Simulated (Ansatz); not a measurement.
Starting structure of a cell relaxation (symmetry kept):

```
Na
1.0
    -2.14100    2.14100    2.14100
     2.14100   -2.14100    2.14100
     2.14100    2.14100   -2.14100
Na
1
Direct
  0.00000 0.00000 0.00000
```

All numbers below come from DFT PBEsol, scalar-relativistic, plane waves, PAW in Ansatz.

Plane waves to 420 eV, a k mesh through Γ of 14×14×14 on the computed 1-atom cell and Gaussian smearing (0.10 eV); no spin polarisation.

Question: What does it relax to?

Answer: The volume falls by 3.02 Å³/atom to 36.23 Å³/atom, and the energy falls by 5.3 meV/atom. Final structure:
```
Na
1.0
    -2.08458    2.08458    2.08458
     2.08458   -2.08458    2.08458
     2.08458    2.08458   -2.08458
Na
1
Cartesian
  0.0000 0.0000 0.0000
```

Cost: 1 run of about 0.19 core-minutes, on Arm Neoverse V1 (shared hosts).